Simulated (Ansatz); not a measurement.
Space group P6/mmm (No. 191). a = 5.709 Å, b = 5.709 Å, c = 3.398 Å, α = 90.00°, β = 90.00°, γ = 120.00°
```json
{"atom": "Tl", "site": "1a", "symmetry": "6/mmm", "x": "0.0000", "y": "0.0000", "z": "0.0000"}
{"atom": "Bi", "site": "2d", "symmetry": "-6m2", "x": "0.6667", "y": "0.3333", "z": "0.5000"}
```

Equation of state of this TlBi$_{2}$ structure (not necessarily the ground state), with shape and atoms relaxed at each volume where symmetry leaves them free. It has no gap at any of these volumes. These are results of Ansatz, DFT r2SCAN, scalar-relativistic, plane waves, PAW, not measurements.

Plane waves to 500 eV, a k mesh through Γ of 12×12×12 on the computed 3-atom cell and Gaussian smearing (0.10 eV); no spin polarisation.

```csv
V (Å³/atom),E − E(largest V) (meV/atom),P (GPa)
30.060,3.12,3.11
31.019,-10.22,1.42
31.979,-14.22,-0.01
32.938,-10.37,-1.20
33.897,0.00,-2.19
```

**Question.** Fit a third-order Birch–Murnaghan equation to E(V).

**Answer.** V0 = 31.96 Å³/atom, B0 = 44 GPa, B0' = 5.0.

Spin-orbit coupling is left out, which matters for the bands of heavy elements.